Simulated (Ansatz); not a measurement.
Li:
```cif
data_Li2
_chemical_formula_sum 'Li2'
_space_group_name_H-M_alt 'P63/mmc'
_space_group_IT_number 194
_space_group_name_Hall '-P 6c 2c'
_cell_length_a 3.09184
_cell_length_b 3.09184
_cell_length_c 5.06256
_cell_angle_alpha 90.000
_cell_angle_beta 90.000
_cell_angle_gamma 120.000
loop_
_atom_site_label
_atom_site_type_symbol
_atom_site_symmetry_multiplicity
_atom_site_Wyckoff_symbol
_atom_site_fract_x
_atom_site_fract_y
_atom_site_fract_z
_atom_site_occupancy
Li1 Li 2 c 0.33333 0.66667 0.25000 1
```

Relaxed with r²SCAN.

Task: Which orbitals make up the states near the Fermi level in DFT-r²SCAN in the program Ansatz with PAW potentials?

Result: Within 0.5 eV of the Fermi level: Li 2s 68 %, outside the projected shells 32 %. Projections are on Löwdin-orthogonalised atomic valence shells; empty p or d shells of many metals are not among them.

Task: Tabulate the density of states.

Result: States/eV per cell of 2 atoms, in 0.25 eV bins, energy from the Fermi level.

```csv
E (eV),total,Li 2s,Li 1s
-4.05,0.00,0.00,0.00
-3.80,0.08,0.07,0.01
-3.55,0.21,0.19,0.02
-3.30,0.28,0.26,0.02
-3.05,0.34,0.32,0.02
-2.80,0.39,0.36,0.02
-2.55,0.43,0.41,0.02
-2.30,0.47,0.45,0.01
-2.05,0.51,0.49,0.01
-1.80,0.55,0.52,0.01
-1.55,0.58,0.55,0.00
-1.30,0.62,0.58,0.00
-1.05,0.65,0.60,0.00
-0.80,0.69,0.62,0.00
-0.55,0.74,0.62,0.00
-0.30,0.80,0.63,0.00
-0.05,0.93,0.64,0.01
0.20,0.91,0.55,0.01
0.45,0.86,0.45,0.01
0.70,0.82,0.35,0.01
0.95,0.80,0.28,0.01
1.20,0.95,0.31,0.01
1.45,0.85,0.24,0.01
1.70,0.74,0.19,0.01
1.95,0.63,0.13,0.00
2.20,0.56,0.10,0.00
2.45,0.34,0.04,0.00
2.70,0.26,0.03,0.00
2.95,0.17,0.02,0.00
3.20,0.33,0.11,0.00
3.45,0.63,0.18,0.01
3.70,1.18,0.45,0.01
3.95,1.50,0.52,0.02
4.20,1.07,0.27,0.01
4.45,0.88,0.17,0.00
4.70,0.83,0.13,0.00
```

Space group P6_3/mmc (hcp (Mg type)). The workflow started from a Materials Project entry (that database holds measured and hypothetical structures alike); the Crystallography Open Database files this formula in space group No. 194, but the cells were not matched. It is not the phase usual at ambient conditions (space group No. 229). Symmetry was held in the r²SCAN relaxation; of distortions, only those at the zone centre were tested.

Potentials: the earlier of the program's two PAW sets.
